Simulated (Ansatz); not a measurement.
## LiCl: zone-centre modes at 50 GPa

Level of theory: Ansatz, DFT LDA, scalar-relativistic, plane waves, PAW. Plane waves to 420 eV; Γ-centred k mesh 10×10×10; fixed occupations. No spin polarisation. Phonons by linear response, acoustic sum rule imposed.

The cell, relaxed at 50 GPa:
```xyz
2
Lattice="0.0000 2.1320 2.1320 2.1320 0.0000 2.1320 2.1320 2.1320 0.0000" Properties=species:S:1:pos:R:3 pbc="T T T"
Li    0.0000    0.0000    0.0000
Cl    2.1320    2.1320    2.1320
```

Other phases may be more stable at this pressure.

**Question.** Is this structure stable against zone-centre distortions?

**Answer.** Yes, at Γ: no optical mode is imaginary. Strains and other wave vectors aren't tested by this run.

**Question.** List the optical modes at Γ without the LO field (i marks imaginary ones).

**Answer.**
```json
{"frequency (cm⁻¹)": "570", "degeneracy": "3", "IR intensity of the level ((D/Å)²/amu)": "12.61"}
```